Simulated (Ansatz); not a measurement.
# Pt (Fm-3m): elasticity against pressure

```
Pt
1.0
     0.00000    1.95989    1.95989
     1.95989    0.00000    1.95989
     1.95989    1.95989    0.00000
Pt
1
Cartesian
  0.0000 0.0000 0.0000
```

This is the zero-pressure cell. At each pressure cell and atoms are relaxed in this structure, and the constants are slopes of the stress at strains of ±0.005 with relaxed ions (the coefficients that govern stability under load). Level: PBEsol, PAW on Ansatz 0.2.0's default frozen-core files (fitted under PBE), scalar-relativistic; k mesh 24×24×24, strains of ±0.005, Fermi-Dirac smearing of 0.100 eV, cutoff 420 eV. P is the pressure of the relaxed cell, less that of this one.

| P (GPa) | V/V₀ | C11 (GPa) | C12 (GPa) | C44 (GPa) |
| --- | --- | --- | --- | --- |
| 0.00 | 1.0000 | 357.7 | 249.6 | 88.2 |
| 0.99 | 0.9966 | 363.9 | 254.4 | 90.0 |
| 2.01 | 0.9931 | 370.4 | 259.3 | 91.9 |
| 4.01 | 0.9865 | 382.9 | 269.0 | 95.5 |
| 7.05 | 0.9771 | 401.6 | 283.4 | 101.0 |
| 10.01 | ? | ? | ? | ? |
| 15.02 | 0.9546 | 449.6 | 320.5 | 115.0 |

Task: Does the bulk modulus from the constants agree with the pressure-volume curve?

Result: A third-order Birch-Murnaghan fit to the volumes shown (F against f, f = [(V₀/V)^(2/3) − 1]/2) gives B₀ = 285.6 GPa and B′ = 5.3. Its −V dP/dV stands beside (C11 + 2C12)/3:

| P (GPa) | from P(V) | from the constants |
| --- | --- | --- |
| 0.00 | 285.6 | 285.6 |
| 0.99 | 290.9 | 290.9 |
| 2.01 | 296.3 | 296.3 |
| 4.01 | 306.9 | 307.0 |
| 7.05 | 322.7 | 322.8 |
| 15.02 | 363.6 | 363.5 |

Task: What are the pressure derivatives at zero pressure?

Result: Slopes at V₀ of quadratic fits in −ln(V/V₀) through the first four rows shown, divided by B₀: dC11/dP = 6.3, dC12/dP = 4.9, dC44/dP = 1.9. The mean slopes up to 2.0 GPa are 6.3, 4.9, 1.8; curvature and scatter of the constants part the two. The combination (dC11/dP + 2 dC12/dP)/3 = 5.4 stands against B′.

Task: Fill the row at 10.01 GPa.

Result: Cubic fits in −ln(V/V₀) through all rows shown give C11 = 419.7, C12 = 297.4, C44 = 106.3 GPa. Computed: V/V₀ = 0.9683, C11 (GPa) = 419.7, C12 (GPa) = 297.4, C44 (GPa) = 106.3.

Task: Does a shear stiffness soften?

Result: C44 goes from 88.2 to 115.0 GPa; (C11 − C12)/2 goes from 54.1 to 64.6 GPa. Neither ends more than 3 % under its start, and the lattice stays mechanically stable over this range.

Limits of these numbers: no other phase was computed; many crystals of this kind change structure within this range, and rows or crossings beyond such a change describe a metastable lattice; frozen-core PAW files fitted under PBE, their cores solved anew for the functional of the run; responses of metals move with mesh and smearing; no spin-orbit coupling on heavy atoms; phonons weren't checked at these pressures.
